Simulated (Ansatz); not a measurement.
InMo₃C (anti-perovskite, Pm-3m), a = b = c = 4.1724 Å, α = β = γ = 90.00°.

Relaxed with PBEsol.

Task: Decompose the optical modes at the zone centre into irreducible representations, and say which are infrared and Raman allowed.

Result: Point group m-3m: Γ_opt = 3T1u + T2u. Infrared: T1u. Raman: none.

Task: Assign frequencies (DFPT, plane-wave PAW PBEsol (Ansatz code)).

Result: T1u 86, T2u 105, T1u 177, T1u 655 cm⁻¹.

The start of the workflow was typed in or built on a structure type; neither database checked (COD, Materials Project) lists it. Its standing as an ambient phase is unchecked. Symmetry was held in the PBEsol relaxation; its stability against distortions is not shown here. No spin polarisation was allowed. As this level gives no gap, phonon frequencies hold no LO–TO term and depend on the k-mesh and smearing (Fermi–Dirac, 0.1 eV here).

Potentials: the later of the program's two PAW sets.
